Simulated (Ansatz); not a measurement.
In$_{3}$Se: equilibrium cell

Method: plane-wave DFT with PAW (Ansatz; 420 eV, 500 eV for r²SCAN). Each run relaxes cell and atoms to zero pressure from this start:

```cif
data_structure
_symmetry_space_group_name_H-M 'P 1'
_symmetry_Int_Tables_number 1
_cell_length_a 4.8038
_cell_length_b 4.8038
_cell_length_c 4.8038
_cell_angle_alpha 90.000
_cell_angle_beta 90.000
_cell_angle_gamma 90.000
_cell_volume 110.85
loop_
_atom_site_label
_atom_site_type_symbol
_atom_site_fract_x
_atom_site_fract_y
_atom_site_fract_z
_atom_site_occupancy
In1 In 0.00000 0.50000 0.50000 1
In2 In 0.50000 0.00000 0.50000 1
In3 In 0.50000 0.50000 0.00000 1
Se1 Se 0.00000 0.00000 0.00000 1
```

```json
{
  "Γ-centred k-mesh": "10×10×10",
  "occupation rule": "Gaussian smearing, 0.1 eV",
  "spin treatment": "unpolarised"
}
```

Lengths are those of the conventional cell, space group Pm-3m.

| dispersion correction | a (Å) | volume (Å³/atom) | gap on mesh (eV) |
| --- | --- | --- | --- |
| PBEsol, none | 4.668 | 25.44 | metal |
| PBEsol, D3(BJ) | 4.588 | 24.14 | metal |
| PBEsol, D3(BJ)+ATM | 4.596 | 24.28 | metal |
| PBEsol, D4 | 4.621 | 24.67 | metal |
| r2SCAN, rVV10 | 4.703 | 26.00 | metal |

**Question.** What does r2SCAN, none give?

**Answer.** It gives:

| dispersion correction | a (Å) | volume (Å³/atom) | gap on mesh (eV) |
| --- | --- | --- | --- |
| r2SCAN, none | 4.743 | 26.68 | metal |

Cost: 6 runs of about 7.2 core-minutes in all, on Intel Xeon Platinum 8488C (Sapphire Rapids) (shared hosts).